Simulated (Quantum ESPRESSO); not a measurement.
# Band energies of SrCl$_{2}$

```
CELL_PARAMETERS angstrom
      0.00000     3.39948     3.39948
      3.39948     0.00000     3.39948
      3.39948     3.39948     0.00000
ATOMIC_POSITIONS crystal
  Cl 0.75000 0.75000 0.75000
  Cl 0.25000 0.25000 0.25000
  Sr 0.00000 0.00000 0.00000
```

LDA (Quantum ESPRESSO, PseudoDojo norm-conserving, 68 Ry, no spin-orbit coupling); path ΓXWKΓLUWLK,UX; energies in eV from the valence-band maximum.

```csv
k (1/Å),point,band 8,band 9,band 10,band 11,band 12,band 13,band 14,band 15
0.00,Γ,-2.47,-2.47,-0.38,-0.38,-0.38,5.18,5.78,5.78
0.35,,-2.38,-1.84,-1.46,-0.36,-0.36,5.84,6.14,6.26
0.69,,-2.18,-2.18,-0.47,-0.43,-0.43,5.32,7.10,7.62
0.92,X,-2.11,-2.11,-0.48,-0.48,0.00,5.10,7.03,7.57
1.04,,-2.15,-2.05,-0.55,-0.47,-0.01,5.19,7.04,7.51
1.39,W,-2.55,-1.38,-1.38,-0.38,-0.12,5.93,6.84,7.20
1.71,K,-2.18,-1.94,-0.85,-0.61,-0.13,5.61,7.10,7.23
1.82,,-2.17,-1.81,-1.09,-0.73,-0.21,5.80,7.05,7.18
2.15,,-1.85,-1.68,-1.50,-1.23,-0.33,6.04,6.55,6.73
2.48,,-2.36,-2.28,-0.70,-0.57,-0.36,5.61,5.94,5.98
2.69,Γ,-2.47,-2.47,-0.38,-0.38,-0.38,5.18,5.78,5.78
2.79,,-2.45,-2.43,-0.44,-0.40,-0.40,5.28,5.82,5.82
3.09,,-2.22,-2.02,-1.06,-0.74,-0.74,6.26,6.26,6.32
3.39,,-1.89,-1.69,-1.52,-1.13,-1.13,6.50,6.50,7.11
3.49,L,-1.85,-1.71,-1.52,-1.18,-1.18,6.51,6.51,7.51
3.72,,-2.02,-1.84,-1.14,-1.07,-0.75,6.15,6.68,7.50
4.06,U,-2.18,-1.94,-0.85,-0.61,-0.13,5.61,7.10,7.23
4.39,W,-2.55,-1.38,-1.38,-0.38,-0.12,5.93,6.84,7.20
4.67,,-2.40,-1.57,-1.32,-0.54,-0.53,5.98,6.79,7.38
4.95,,-1.87,-1.78,-1.39,-1.17,-1.07,6.42,6.54,7.58
5.04,L,-1.85,-1.71,-1.52,-1.18,-1.18,6.51,6.51,7.51
5.20,,-1.92,-1.84,-1.22,-1.16,-0.91,6.28,6.60,7.54
5.44,,-2.16,-1.87,-1.02,-0.74,-0.34,5.84,6.99,7.29
5.61,K,-2.18,-1.94,-0.85,-0.61,-0.13,5.61,7.10,7.23
5.61,U,-2.18,-1.94,-0.85,-0.61,-0.13,5.61,7.10,7.23
5.93,X,-2.11,-2.11,-0.48,-0.48,0.00,5.10,7.03,7.57
```

The LDA gap is direct, 5.10 eV at X.

Geometry relaxed with LDA.
